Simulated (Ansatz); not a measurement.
Consider the following.

Au:
```cif
data_Au2
_chemical_formula_sum 'Au2'
_space_group_name_H-M_alt 'P63/mmc'
_space_group_IT_number 194
_space_group_name_Hall '-P 6c 2c'
_cell_length_a 2.90341
_cell_length_b 2.90341
_cell_length_c 4.81870
_cell_angle_alpha 90.000
_cell_angle_beta 90.000
_cell_angle_gamma 120.000
loop_
_atom_site_label
_atom_site_type_symbol
_atom_site_symmetry_multiplicity
_atom_site_Wyckoff_symbol
_atom_site_fract_x
_atom_site_fract_y
_atom_site_fract_z
_atom_site_occupancy
Au1 Au 2 d 0.66667 0.33333 0.25000 1
```

This is the r²SCAN-relaxed structure.

All from the program Ansatz at the r²SCAN level (PAW), unless another level is named. Estimate the Debye temperature from the elastic constants.

145 K.

Predict the highest zone-centre frequency.

138 cm⁻¹.

Space group P6_3/mmc (hcp (Mg type)). The workflow started from an entry of the Crystallography Open Database (COD), which files this formula under 2 space groups. It is not the phase usual at ambient conditions (space group No. 225). Symmetry was held in the r²SCAN relaxation; its stability against distortions is not shown here. As this level gives no gap, shear constants depend on the k-mesh and smearing (Fermi–Dirac, 0.1 eV here). As this level gives no gap, phonon frequencies hold no LO–TO term and depend on the k-mesh and smearing (Fermi–Dirac, 0.1 eV here). On the denser mesh and wider smearing of the elastic run this cell carries a stress of 0.5 GPa. Spin–orbit coupling is left out wherever it is not named.

Potentials: the later of the program's two PAW sets.
